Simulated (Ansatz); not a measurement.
## Cd₂CuO₃: rattling a relaxed structure

The cell was found from a proposed guess, not taken from experiment.

These are results of DFT PBE, scalar-relativistic, plane waves, PAW in Ansatz, not measurements. Plane waves to 420 eV, a k mesh through Γ of 12×12×12 on the computed 6-atom cell and Gaussian smearing (0.10 eV); no spin polarisation.

The cell below (6 atoms, space group Immm (No. 71)) is relaxed within its symmetry.

```cif
data_structure
_symmetry_space_group_name_H-M 'P 1'
_symmetry_Int_Tables_number 1
_cell_length_a 6.6188
_cell_length_b 6.6188
_cell_length_c 6.6188
_cell_angle_alpha 151.784
_cell_angle_beta 146.562
_cell_angle_gamma 44.303
_cell_volume 75.32
loop_
_atom_site_label
_atom_site_type_symbol
_atom_site_fract_x
_atom_site_fract_y
_atom_site_fract_z
_atom_site_occupancy
Cd1 Cd 0.65241 0.65241 0.00000 1
Cd2 Cd 0.34759 0.34759 0.00000 1
Cu1 Cu 0.00000 0.00000 0.00000 1
O1 O 0.15981 0.15981 0.00000 1
O2 O 0.84019 0.84019 0.00000 1
O3 O 0.50000 0.00000 0.50000 1
```

For the test it was strained at random (σ = 1.5 % a component), the atoms were moved at random (σ = 0.15 Å), and all was relaxed again on a coarse 8×8×8 mesh (in the run’s order of axes) with 0.20 eV smearing, with no symmetry imposed.

No Hubbard U is applied to the open shell of Cu. An odd number of electrons in the primitive cell allows no gap without spin; a larger cell or a magnetic state could open one.

Question: Is the structure stable against such a distortion?

Answer: It doesn't return. The energy falls by 13 meV/atom on that mesh, the volume changes by 3.6 %, and the end has space group Cm (No. 8) at a loose tolerance. Relaxed again on an 8×8×12 mesh with 0.10 eV smearing, the new structure lies 12 meV/atom below the first (mesh in the axes of the run's cell; the cell below is made exact in the group named). Space group Cm (No. 8), monoclinic, a = 5.084 Å, b = 11.967 Å, c = 3.400 Å, β = 131.0°. Cd has 4 O at 2.28–2.32 Å and 3 O at 2.73–2.90 Å; around Cu lie 4 O at 1.94–1.95 Å; O on a site of symmetry 1 is surrounded by 1 Cu at 1.94 Å and 3 Cd at 2.28–2.32 Å; O on a site of symmetry m is surrounded by 2 Cu at 1.95 Å and 2 Cd at 2.30 Å.

```yaml
crystal:
  lattice:
    - [2.54178, -5.98360, 0.00000]
    - [2.54178, 5.98360, 0.00000]
    - [-2.22893, 0.00000, 2.56802]
  atoms:
    - { symbol: Cd, position: [0.34193, 0.64876, 0.96882] }
    - { symbol: Cd, position: [0.64876, 0.34193, 0.96882] }
    - { symbol: Cu, position: [0.00116, 0.00116, 0.98350] }
    - { symbol: O, position: [0.84307, 0.16161, 0.09751] }
    - { symbol: O, position: [0.16161, 0.84307, 0.09751] }
    - { symbol: O, position: [0.50327, 0.50327, 0.38322] }
```
